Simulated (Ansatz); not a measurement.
## MnHg: relaxation of cell and atoms

The calculation used DFT, PBE, all-electron LAPW, scalar-relativistic (Ansatz 0.2.0).

Command: `ansatz run input.yaml --threads 1 --pin off --max-ram 3072MiB --backend cpu --events-out ev --progress --plain --runs-dir out` The run took 2.7 min on 1 thread of Arm Neoverse V1 (shared host).

```yaml
crystal:
  lattice:
    - [3.281512862, 0.0, 0.0]
    - [0.0, 3.281512862, 0.0]
    - [0.0, 0.0, 3.281512862]
  atoms:
    - { symbol: Mn, position: [0.5, 0.5, 0.5], spin: 4.0 }
    - { symbol: Hg, position: [0.0, 0.0, 0.0] }
magnetization:
  spin_polarized: true
kpoints:
  mp_grid: { grid: [10, 10, 10] }
scf:
  occupations: { method: fermi_dirac, width: 0.05 }
hamiltonian:
  xc: pbe
  pseudopotentials: { kind: all_electron, lapw: { basis_error: 0.001 } }
output:
  forces: true
  stress: true
relax:
  f_tol: 0.005
  max_steps: 80
  cell: {}
```

No spin–orbit coupling, which matters for the heavy atoms here.

The run is spin-polarised from parallel moments and ends with 3.93 μB in the cell; other orders may lie lower.

The geometry is COD entry 1522376, unchecked; take it as a test cell. The listed cell was then made from it by scaling, straining or moving an atom.

Each frame lists the cell vectors (Å), then Cartesian positions (Å); symmetry keeps all forces zero. Free energies count from the first step, -565357.2934 eV.

The walk took 4 evaluations in all; steps that aren't listed are left out.

Step 1: E = 0.0 meV, P = 2.80 GPa

```
cell 3.2815 0.0000 0.0000 0.0000 3.2815 0.0000 0.0000 0.0000 3.2815
Mn    1.6408    1.6408    1.6408
Hg    0.0000    0.0000    0.0000
```

Step 2: E = -8.2 meV, P = -1.29 GPa

```
cell 3.3426 0.0000 0.0000 0.0000 3.3426 0.0000 0.0000 0.0000 3.3426
Mn    1.6713    1.6713    1.6713
Hg    0.0000    0.0000    0.0000
```

(1) How does the relaxation end?

Answers

(1) It converges, with a = 3.323 Å, b = 3.323 Å, c = 3.323 Å, α = 90.00°, β = 90.00°, γ = 90.00° (conventional cell, space group Pm-3m). The last solve (on a basis chosen afresh for the final cell, so its energy is not quite comparable) gives E = -11.0 meV, P = -0.03 GPa:
```
cell 3.3228 0.0000 0.0000 0.0000 3.3228 0.0000 0.0000 0.0000 3.3228
Mn    1.6614    1.6614    1.6614
Hg    0.0000    0.0000    0.0000
```
